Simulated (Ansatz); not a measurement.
**fluorite-structured ErTe2**

Level of theory: DFT, PBEsol, scalar-relativistic, collinear spin; plane waves to 420 eV with PAW datasets (Ansatz 0.2.0), 8×8×8 k-mesh, Gaussian smearing of 0.05 eV; PAW files: Ansatz's generated set soft_2.

```cif
data_structure
_symmetry_space_group_name_H-M 'P 1'
_symmetry_Int_Tables_number 1
_cell_length_a 5.1416
_cell_length_b 5.1416
_cell_length_c 5.1416
_cell_angle_alpha 60.000
_cell_angle_beta 60.000
_cell_angle_gamma 60.000
_cell_volume 96.11
loop_
_atom_site_label
_atom_site_type_symbol
_atom_site_fract_x
_atom_site_fract_y
_atom_site_fract_z
_atom_site_occupancy
Er1 Er 0.00000 0.00000 0.00000 1
Te1 Te 0.25000 0.25000 0.25000 1
Te2 Te 0.75000 0.75000 0.75000 1
```

The cell came from substitution into a structure type; whether the compound takes it is for experiment to say.

Magnetic state: ferromagnetic, site spin moments Er 2.55 μB.

Q: Which orbitals carry the states at the Fermi level, and how many states are there?

A: Within 0.1 eV of it: Er 4f 60 %, Te 5p 31 % (shares among the projected shells). The Fermi level sits on a steep edge: the density of states is 6.5, 5.1 and 10.5 states/eV per cell at −0.1, 0 and +0.1 eV.

Density of states (tetrahedra, averaged over 0.5 eV; states/eV per cell of 3 atoms; energy in eV from the Fermi level; projections on Löwdin-orthogonalised atomic orbitals, summed over sites):

| E | total | Te 5p | Er 4f down | Er 4f up | Er 5d up | Er 5d down |
| --- | --- | --- | --- | --- | --- | --- |
| -4.60 | 0.4 | 0.3 | 0.0 | 0.0 | 0.0 | 0.0 |
| -4.10 | 1.1 | 0.8 | 0.0 | 0.0 | 0.1 | 0.1 |
| -3.60 | 2.4 | 1.9 | 0.0 | 0.1 | 0.2 | 0.1 |
| -3.10 | 7.4 | 3.3 | 0.0 | 3.2 | 0.4 | 0.4 |
| -2.60 | 5.8 | 2.2 | 0.0 | 2.9 | 0.3 | 0.3 |
| -2.10 | 8.5 | 0.9 | 0.0 | 7.3 | 0.1 | 0.1 |
| -1.60 | 2.5 | 1.6 | 0.1 | 0.4 | 0.1 | 0.1 |
| -1.10 | 2.9 | 1.7 | 0.7 | 0.1 | 0.1 | 0.1 |
| -0.60 | 9.4 | 1.9 | 7.0 | 0.0 | 0.2 | 0.1 |
| -0.10 | 6.2 | 2.3 | 3.2 | 0.0 | 0.3 | 0.3 |
| 0.40 | 4.1 | 1.1 | 2.7 | 0.0 | 0.1 | 0.1 |
| 0.90 | 0.9 | 0.6 | 0.2 | 0.0 | 0.0 | 0.0 |
| 1.40 | 0.4 | 0.3 | 0.0 | 0.0 | 0.0 | 0.0 |
| 1.90 | 0.6 | 0.1 | 0.0 | 0.0 | 0.2 | 0.1 |
| 2.40 | 2.0 | 0.1 | 0.0 | 0.0 | 0.9 | 0.5 |
| 2.90 | 4.2 | 0.2 | 0.0 | 0.0 | 1.9 | 1.7 |
| 3.40 | 1.2 | 0.1 | 0.0 | 0.0 | 0.2 | 0.8 |
| 3.90 | 1.6 | 0.1 | 0.0 | 0.0 | 0.4 | 0.3 |
| 4.40 | 3.0 | 0.3 | 0.0 | 0.0 | 0.8 | 0.8 |
| 4.90 | 3.0 | 0.6 | 0.0 | 0.0 | 0.7 | 0.7 |

Without a U the open 4f shell is pinned at the Fermi level, an artefact: in the real crystal it splits into occupied and empty levels away from it, and its large orbital moment is missing here. For elements this heavy, spin–orbit coupling would shift levels and gaps; it isn't included here. The run wasn't fully tested for a lower electronic state. Site moments are of spin, integrated over atomic spheres. No antiparallel order was tried.

The open shells may stand above their lowest state, and forces and pressures are less sure for it.
